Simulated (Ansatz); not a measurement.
The elements of this relaxed trial crystal are hidden behind letters.

```
lattice vectors (Å)
   5.0405    0.0000    0.0000
   0.0000    5.1515    0.0000
   0.0000    0.0000    2.6520
fractional positions
X 0.7500 0.5000 0.2492
X 0.2500 0.5000 0.7508
Z 0.7500 0.0000 0.0530
Z 0.2500 0.0000 0.9470
```

The calculation used DFT PBE, scalar-relativistic, plane waves, PAW in Ansatz 0.2.0. Plane waves to 420 eV, a 14×4×8 mesh through Γ for the 8-atom cell and 0.10 eV Gaussian smearing; no spin polarisation.

| Property | Result |
| --- | --- |
| Space group | Pmma (No. 51) |
| Conventional cell | a = 5.040 Å, b = 5.151 Å, c = 2.652 Å |
| Volume per atom | 17.22 Å³ |
| Density | 4.72 g/cm³ |
| Energy over the elements | +0.22 eV/atom |
| Gap on the 14×4×8 mesh of the 8-atom cell | 0 eV (a metal) |

Energies are uncorrected and count from the elements' standard states at the same level.

Task: X is a p-block element of period 4 and Z is a p-block element of period 3. Which elements are they?

Result: X = Ga, Z = Si, so the formula is GaSi. Density times volume gives a mean mass of 4.72 × 17.22/1.6605 = 48.9 u per atom, and this set has 48.9 u. Among the elements that the hints allow, noble gases aside, only these give it. Ga has 2 Si at 2.63 Å, 2 Ga at 2.65 Å and 4 Ga at 2.85 Å; around Si lie 4 Si at 2.54–2.65 Å and 2 Ga at 2.63 Å.

This cell was reached by moving the atoms of another relaxed cell at random and relaxing again, last within the group found; it had no such test of its own.
